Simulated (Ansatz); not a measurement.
Input file for Ansatz (a program for electronic structure):

Ansatz 0.2 input:
```yaml
crystal:
  lattice:
    - [0.0, 2.9956982699, 2.9956982699]
    - [2.9956982699, 0.0, 2.9956982699]
    - [2.9956982699, 2.9956982699, 0.0]
  atoms:
    - { symbol: S, position: [0.75, 0.75, 0.75] }
    - { symbol: Hg, position: [0.0, 0.0, 0.0] }
kpoints:
  mp_grid: { grid: [12, 12, 12] }
hamiltonian:
  xc: pbe
  pseudopotentials: { kind: paw }
scf:
  occupations: { method: fermi_dirac, width: 0.1 }
phonons:
  method: dfpt
  response_accuracy: low
  eigenvectors: true
  rigid_motions: translations
```

Output (shortened):

```
Pseudopotential: S, paw, valence charge 6
Pseudopotential: Hg, paw, valence charge 20
Functional definition: PBE
Crystal: 2 atoms, lattice volume = 53.768 Å³
Basis set: ecut = 420 eV, 1067 PW (Γ), exchange–correlation on 60×60×60 points (8 copies of the dense FFT grid, shifted against one another)
Bands: 17, of which v1, the nominal top of the filled ones, is band 13 counted from 1 (12 counted from 0)
Symmetry: 24 space group operations
k-points: 163 of 1728 (irreducible under 8 space group operations, time reversal used)
SCF iter   1: F=—  HF=-14715.810912 eV  |F-HF|=—  |Δ(HF+E_count)|=         —  Δρ=1.05e-3  dr2=8.81e-4  ethr=1.77e-3  ⟨swp⟩=5.1  Hψ=13509  notcnv=0
preconditioner: auto → none
SCF iter   2: F=—  HF=-14715.811562 eV  |F-HF|=—  |Δ(HF+E_count)|=   6.50e-4  Δρ=5.19e-4  dr2=1.32e-4  ethr=3.39e-6  ⟨swp⟩=2.5  Hψ=6401  notcnv=0
SCF iter   3: F=—  HF=-14715.811564 eV  |F-HF|=—  |Δ(HF+E_count)|=   2.48e-6  Δρ=2.04e-4  dr2=1.24e-5  ethr=5.08e-7  ⟨swp⟩=2.0  Hψ=4018  notcnv=0
SCF iter   4: F=—  HF=-14715.811592 eV  |F-HF|=—  |Δ(HF+E_count)|=   2.73e-5  Δρ=5.52e-5  dr2=9.43e-7  ethr=4.78e-8  ⟨swp⟩=2.1  Hψ=4052  notcnv=0
SCF iter   5: F=—  HF=-14715.811595 eV  |F-HF|=—  |Δ(HF+E_count)|=   3.57e-6  Δρ=7.32e-6  dr2=1.84e-8  ethr=3.63e-9  ⟨swp⟩=2.0  Hψ=4247  notcnv=0
SCF iter   6: F=—  HF=-14715.811595 eV  |F-HF|=—  |Δ(HF+E_count)|=   5.52e-8  Δρ=8.30e-7  dr2=2.46e-10  ethr=7.08e-11  ⟨swp⟩=2.0  Hψ=4247  notcnv=0
SCF iter   7: F=—  HF=-14715.811595 eV  |F-HF|=—  |Δ(HF+E_count)|=  9.99e-10  Δρ=2.51e-7  dr2=3.12e-11  ethr=1.00e-12  ⟨swp⟩=2.0  Hψ=4248  notcnv=0
SCF iter   8: F=-14715.811595 eV  HF=-14715.811595 eV  |F-HF|=5.46e-12  |Δ(HF+E_count)|=    0.00e0  Δρ=4.79e-8  dr2=9.55e-13  ethr=1.00e-12  ⟨swp⟩=5.8  Hψ=11421  notcnv=0
SCF 1 converged in 8 iterations: F = -14715.811595 eV  dr2 = 9.55e-13
DFPT response loops at Γ: preconditioner auto → Kerker (q_TF=auto, 2.417 Å⁻¹) (partly filled bands, converged f_vac=0.146) …
SCF converged after 8 iterations
Free energy (F): -14715.811595 eV
Harris-Foulkes:  -14715.811595 eV  (|F-HF|=5.46e-12)
Internal energy: -14715.809956 eV  (E = F + TS)
E sigma→0 (E₀):  -14715.810776 eV
Entropy (-TS):   -0.001639 eV (-0.820 meV/atom)
Fermi energy:    7.462630 eV
--- Per-component energies (eV) ---
  E_band       = -514.678827
  E_kinetic    = 707.958971
  E_local      = -3531.619315  (includes V_loc(G=0)·N_el)
  E_nonlocal   = 101.776503
  E_hartree    = 1500.070940
  E_xc         = -316.186338
  E_vxc        = -347.937170  (∫ρ·V_xc dr)
  E_paw        = -10544.342838  (= ΣΔE_a)
  E_vpaw       = -445.000657  (= ΣTr[D̂ρ^β])
  E_aug_tail   = 0.000932  (compensation charges beyond the density's cutoff)
  E_ewald      = -2633.468810
  E_smearing   = -0.001639  (= −TS)
  E_closure    = 0.000000  (closes the sum)
  Σ components = -14715.811595   (vs F -14715.811595, Δ=0.00e0)
  [band-id]    e_kinetic+e_local+e_nonlocal+2·e_hartree+e_vxc+e_vpaw+e_augmentation_tail = -514.678857   (vs E_band -514.678827, Δ=-3.03e-5)
--- Band table (eV; the first three rows and the last of 163) ---
  k-point 0: bands = ["-106.7501", "-55.2235", "-55.2235", "-55.2235", "-5.5572", "0.5326", "0.5326", "0.5326", "1.3061", "1.3061", "6.6732", "7.2069", "7.2069", "7.2069", "13.3111", "13.3111", "13.3111"]
  k-point 1: bands = ["-106.7501", "-55.2235", "-55.2235", "-55.2235", "-5.5274", "0.5448", "0.5474", "0.5474", "1.3049", "1.3049", "6.1242", "7.1461", "7.1461", "7.6650", "13.0851", "13.3993", "13.3993"]
  k-point 2: bands = ["-106.7501", "-55.2236", "-55.2235", "-55.2235", "-5.4451", "0.5866", "0.5866", "0.5943", "1.3044", "1.3044", "5.2971", "6.9842", "6.9842", "8.1964", "12.7872", "13.6160", "13.6160"]
  k-point 162: bands = ["-106.7501", "-55.2239", "-55.2238", "-55.2237", "-4.9393", "0.8420", "0.9485", "1.2288", "1.2553", "1.9489", "2.4416", "4.7632", "5.1312", "10.8209", "12.5672", "13.9012", "15.1532"]
--- Phonons (Γ-DFPT): 2 representative perturbations + reference, on 163 of 1728 k-points (Σ response iterations 6) ---
  ASR residual: 1.217e-4 → 0.000e0 eV/Å²; symmetrization residual: 1.183e-4 eV/Å²
  ASR residual per site (eV/Å²): 1.22e-4 1.13e-4
  Γ frequencies (cm⁻¹): 0.00 0.00 0.00 150.29 150.29 150.29
  non-analytic LO–TO correction: not included (Born effective charges unavailable; polar crystals: no LO–TO splitting at Γ)
```

Cost: about 26 core-seconds (a rough figure) on shared cores.

Space group F-43m (zinc blende). Symmetry was held in the PBE relaxation; of distortions, only those at the zone centre were tested. As this level gives no gap, phonon frequencies hold no LO–TO term and depend on the k-mesh and smearing (Fermi–Dirac, 0.1 eV here). Spin–orbit coupling is left out wherever it is not named.

Potentials: the later of the program's two PAW sets.

Ansatz is a plane-wave DFT program.
